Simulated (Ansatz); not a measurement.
A frame of Sn4P11 from dynamics at 2160 K, with the forces (eV/Å) computed on a k mesh in the last three columns. The calculation used Ansatz, DFT PBE, scalar-relativistic, plane waves, PAW.

Cutoff 420 eV; k points 4×4×4 on the computed 15-atom cell (Γ-centred); Fermi–Dirac smearing, width 0.19 eV; no spin polarisation.

```xyz
15
Lattice="6.911 -0.148 0.056 -0.148 6.828 -0.276 0.056 -0.276 6.817" Properties=species:S:1:pos:R:3:forces:R:3 pbc="T T T"
Sn    5.564    3.295    0.462    0.500    1.490   -0.210
Sn    2.141    1.119    4.098   -0.300   -0.540   -0.580
Sn    5.559    0.293    4.215    0.090    0.990   -0.780
Sn    1.957    2.894   -0.093   -0.370    0.650    0.200
P     3.186    5.615   -0.071   -0.290   -0.650    2.330
P     2.656    3.961    3.808    0.450   -0.910   -1.080
P     6.522    3.779    4.538   -0.320    0.560    0.030
P     4.135    1.118    6.542   -0.090    0.720   -0.090
P    -0.021    2.336    2.681    0.270    0.480    0.940
P     0.098    1.028    0.955    0.020   -0.920   -0.890
P     3.426    5.672    4.694   -0.730    0.580   -0.480
P     6.651    5.971    5.722    1.250   -1.150    0.160
P     1.264    6.181    1.136    0.380   -0.500    0.250
P     4.547    0.293    1.517   -0.390   -0.570   -0.400
P     4.911    4.335    2.992   -0.440   -0.230    0.610
```

Static pressure 3.9 GPa (no kinetic part), no gap on the mesh.

Counting as bonded all pairs within 1.2 times the summed covalent radii:

| atom → neighbour | mean count | mean length (Å) | spread (Å) |
| --- | --- | --- | --- |
| P → P | 2.18 | 2.28 | 0.14 |
| P → Sn | 1.27 | 2.76 | 0.14 |
| Sn → P | 3.50 | 2.76 | 0.14 |
| Sn → Sn | 0.50 | 3.03 | 0.00 |

Angles between all pairs of such bonds at an atom (mean ± spread): 110 ± 27° at P, 98 ± 30° at Sn.

Cost: 1 run of about 2.2 core-minutes, on Arm Neoverse V1 (shared hosts).